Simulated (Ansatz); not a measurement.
The elements of this relaxed trial crystal are hidden behind letters.

```
lattice vectors (Å)
   5.2499    0.0000    0.0000
  -2.6249    4.5465    0.0000
   0.0000    0.0000    2.7482
fractional positions
X 0.3333 0.6667 0.5000
X 0.6667 0.3333 0.5000
Z 0.0000 0.0000 0.0000
Q 0.4118 0.0000 0.0000
Q 0.0000 0.4118 0.0000
Q 0.5882 0.5882 0.0000
```

Level of theory: DFT PBE, scalar-relativistic, plane waves, PAW in Ansatz. Settings of the last relaxation (6-atom cell): 420 eV, 12×12×14 k points, Gaussian smearing of 0.10 eV, no spin polarisation.

```
Space group                                 : P-62m (No. 189)
Conventional cell                           : a = 5.250 Å, c = 2.748 Å
Volume per atom                             : 10.93 Å³
Density                                     : 5.34 g/cm³
Energy over the elements                    : −0.16 eV/atom
Gap on the 12×12×14 mesh of the 6-atom cell : 0 eV (a metal)
```

Energies are uncorrected and count from the elements' standard states at the same level.

Task: X is a p-block element of period 3, Z is a p-block element of period 5 and Q is a p-block element of period 2. Which elements are they?

Result: X = Al, Z = In, Q = N, so the formula is Al2InN3. Density times volume gives a mean mass of 5.34 × 10.93/1.6605 = 35.1 u per atom, and this set has 35.1 u. Al has 6 N at 2.10 Å; around In lie 3 N at 2.16 Å; N has 4 Al at 2.10 Å and 1 In at 2.16 Å. Other sets within the hints have nearly the same mass, so mass alone doesn't settle it; this one was computed.

A structure relaxed within its symmetry needn't be a true minimum. Another cell of Al2InN3 relaxed alike, in Cmc2_1 (a Materials Project cell), lies 0.70 eV/atom lower, so this cell isn't the stable form at this level.
